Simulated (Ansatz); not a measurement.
Nb:
```xyz
2
Lattice="2.8319 0.0000 0.0000 -1.4160 2.4525 0.0000 0.0000 0.0000 5.1915" Properties=species:S:1:pos:R:3 pbc="T T T"
Nb     0.0000     1.6350     1.2979
Nb     1.4160     0.8175     3.8936
```

Relaxed with PBEsol. Special points in fractions of this cell's reciprocal vectors: Γ (0.000, 0.000, 0.000); M (0.500, 0.000, 0.000); K (0.333, 0.333, 0.000); A (0.000, 0.000, 0.500); L (0.500, 0.000, 0.500); H (0.333, 0.333, 0.500).

Problem. List the band energies nearest the Fermi level at these points for PBEsol (plane waves, PAW; program Ansatz).

Solution. In eV from the Fermi level; about four levels below and three above (degenerate sets whole), none deeper than 8.9 eV; points with the same levels are listed once.

| k | below | above |
|---|---|---|
| Γ | -6.28 -4.00 -1.08 | 0.30 0.30 0.50 |
| M | -3.80 -3.43 -3.42 -0.60 | 0.35 0.37 0.73 |
| K | -1.46 -1.46 -1.28 -0.72 -0.72 | 0.94 3.12 3.40 3.40 |
| A | -4.67 -4.67 -1.31 -1.31 | 0.37 0.37 0.37 0.37 |
| L | -3.97 -3.97 -2.53 -2.53 | 2.19 2.19 2.27 2.27 |
| H | -1.83 -1.83 -0.37 -0.37 | 1.15 1.15 4.44 4.44 |

Space group P6_3/mmc (hcp (Mg type)). The start of the workflow was typed in or built on a structure type; the Crystallography Open Database copy checked does not list it. It is not the phase usual at ambient conditions (space group No. 229). The PBEsol relaxation kept the symmetry of its start; whether a distortion lowers the energy is not shown. The run is not spin-polarised. Spin–orbit coupling is left out wherever it is not named.

Potentials: the earlier of the program's two PAW sets. The files were generated under PBE; for other functionals the program regenerates the frozen cores, and for LDA and PBEsol the local potential too.
